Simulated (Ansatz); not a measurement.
A geometry of Ga away from equilibrium: step 5 of the relaxation of a relaxed Ga cell, doubled along one cell vector, shaken by Gaussian noise of σ = 0.08 Å a coordinate. Computed with r2SCAN (plane waves to 500 eV, PAW, scalar-relativistic; Ansatz, an electronic-structure program). Γ-centred k-mesh 5×9×12 on the run's cell (coarser than for final values), Fermi–Dirac smearing 0.05 eV. The plane waves were selected for a different cell earlier on the path.

```xyz
4
Lattice="8.4537 0.1674 0.0973 -2.0409 3.5217 -0.0107 0.0304 0.0098 2.7077" Properties=species:S:1:pos:R:3 pbc="T T T"
Ga     0.0575     2.3356     0.5850
Ga     4.2692     2.4286    -0.3491
Ga     2.0992     1.1551    -0.7036
Ga     6.2981     1.2078     0.6865
```

Question: What forces act on the atoms (eV/Å)?

Answer: 
```json
[
 {"atom": "Ga1", "Fx": "-0.15", "Fy": "-0.13", "Fz": "0.17"},
 {"atom": "Ga2", "Fx": "-0.16", "Fy": "-0.32", "Fz": "-0.31"},
 {"atom": "Ga3", "Fx": "0.05", "Fy": "0.07", "Fz": "-0.09"},
 {"atom": "Ga4", "Fx": "0.26", "Fy": "0.38", "Fz": "0.24"}
]
```

The path ends in Immm (No. 71). No spin polarisation in the result.

The end of the path is a generated cell of Ga: the first start was made by placing the elements on the sites of a structure type, and the end was not matched to a known phase here, so it may be hypothetical. Known forms of Ga include space group No. 64.
